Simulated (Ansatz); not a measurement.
# Relaxing a structure of Cu

The start is a generated trial cell of Cu in the AFLOW prototype A_mP4_4_2a (as in Te). Cell shape, volume and atoms are optimised at zero target pressure with PBE (plane waves to 420 eV, PAW, scalar-relativistic; Ansatz, a quantum-chemistry and plane-wave program). The first steps use a coarse 14×6×9 k-mesh.

Input geometry:
```
CELL_PARAMETERS angstrom
      2.33244     0.00000     0.00000
      0.00000     5.64549     0.00000
     -0.16911     0.00000     3.57281
ATOMIC_POSITIONS crystal
  Cu 0.25000 0.73000 0.48000
  Cu 0.75000 0.23000 0.52000
  Cu 0.48000 0.50000 0.02000
  Cu 0.52000 0.00000 0.98000
```

Q: How large is the pressure on the unrelaxed cell, and of which sign?

A: +16.9 GPa (positive: the cell is compressed).

Q: Which atoms feel the largest initial force, and how large is it?

A: 1.81 eV/Å, on Cu1, Cu2 (atoms numbered as listed).

Q: What symmetry does the relaxed structure have?

A: The space group goes from P2₁ (No. 4) to Fm-3m (No. 225); the end is fcc (Cu type), with 1 atom in the primitive cell.

Q: How much energy is released per atom?

A: 0.37 eV/atom.

Q: How does the volume per atom move from start to end?

A: +1.6 %, from 11.76 to 11.95 Å³/atom.

Q: How do the shortest distances between atoms change?

A: The closest pairs of elements (up to four, under 3.6 Å), start → end: Cu–Cu 2.18 → 2.57 Å.

Q: Is the relaxed structure metallic? Give its gap.

A: Zero (metallic).

Q: Write out the relaxed structure.

A: 
Space group Fm-3m (No. 225); a = b = c = 3.6297 Å, α = β = γ = 90.00°

| atom | site | symmetry | x | y | z |
|---|---|---|---|---|---|
| Cu | 4a | m-3m | 0.0000 | 0.0000 | 0.0000 |
(The calculation used a cell of 1 atom; values per cell refer to that cell.)

Final values are on a 22×22×22 k-mesh of the relaxed cell. No spin polarisation in the result.

The run could not lose the symmetry of its start.
